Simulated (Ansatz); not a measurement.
GaN:
```
GaN
1.0
    3.17476     0.00000     0.00000
   -1.58738     2.74942     0.00000
    0.00000     0.00000     7.52309
Ga N
2 2
Cartesian
  1.58738   0.91647   1.88077
  0.00000   1.83295   5.64232
  0.00000   0.00000   5.64232
  0.00000   0.00000   1.88077
```

Relaxed with r²SCAN+D4. Independent-particle spectrum: no excitons, no local fields, no scissors shift; 0.1 eV broadening; ε₁ of the summed bands alone.

Problem. Tabulate the dielectric function from r²SCAN+D4 in the plane-wave PAW code Ansatz.

Solution. 

| E (eV) | ε₁ xx | ε₂ xx | ε₁ zz | ε₂ zz |
|---|---|---|---|---|
| 0.0 | 4.97 | 0.00 | 3.22 | 0.00 |
| 0.5 | 5.01 | 0.00 | 3.23 | 0.00 |
| 1.0 | 5.12 | 0.00 | 3.26 | 0.00 |
| 1.5 | 5.37 | 0.00 | 3.33 | 0.00 |
| 2.0 | 6.04 | 0.04 | 3.43 | 0.00 |
| 2.5 | 6.08 | 1.14 | 3.59 | 0.00 |
| 3.0 | 5.91 | 1.40 | 3.84 | 0.02 |
| 3.5 | 6.02 | 1.53 | 4.35 | 0.05 |
| 4.0 | 6.55 | 1.76 | 4.91 | 0.74 |
| 4.5 | 7.69 | 2.39 | 5.34 | 1.59 |
| 5.0 | 8.09 | 7.09 | 5.64 | 3.38 |
| 5.5 | 2.51 | 8.57 | 2.69 | 5.00 |
| 6.0 | 0.38 | 5.94 | 0.31 | 4.64 |
| 6.5 | 1.19 | 3.59 | 0.33 | 1.18 |
| 7.0 | 1.62 | 3.25 | 1.14 | 0.85 |
| 7.5 | 2.33 | 3.63 | 1.65 | 0.49 |
| 8.0 | 2.95 | 3.17 | 2.29 | 0.37 |
| 8.5 | 1.57 | 6.44 | 2.98 | 0.52 |
| 9.0 | -0.64 | 4.10 | 3.63 | 0.95 |
| 9.5 | -0.39 | 2.93 | 4.50 | 1.87 |
| 10.0 | 0.17 | 2.10 | 3.06 | 5.85 |
| 10.5 | 1.35 | 1.92 | 1.09 | 3.50 |
| 11.0 | 1.20 | 3.62 | 1.16 | 2.90 |
| 11.5 | 0.66 | 3.70 | 1.50 | 2.06 |
| 12.0 | -0.48 | 3.77 | 0.73 | 4.32 |

Problem. From ε at 3.5 eV (xx: 6.02 + 1.53i), find n, k, the normal reflectivity and the absorption coefficient.

Solution. n = 2.47, k = 0.309, R = 19 %, α = 2kE/ħc = 110000 cm⁻¹.

With all bands, ε∞ without local fields is 5.09 (xx = yy), 3.36 (zz). DFPT, with local fields, gives 5.16 (xx = yy), 3.01 (zz).

Space group P6_3/mmc. The workflow started from a Materials Project entry (that database holds measured and hypothetical structures alike); the Crystallography Open Database copy checked does not list it. It is not the phase usual at ambient conditions (space group No. 186, 216). The r²SCAN+D4 relaxation kept the symmetry of its start; phonons on a q-mesh show weakly imaginary modes. Scalar-relativistic: spin–orbit coupling is off unless named, which matters more the heavier the elements.

Potentials: the earlier of the program's two PAW sets.
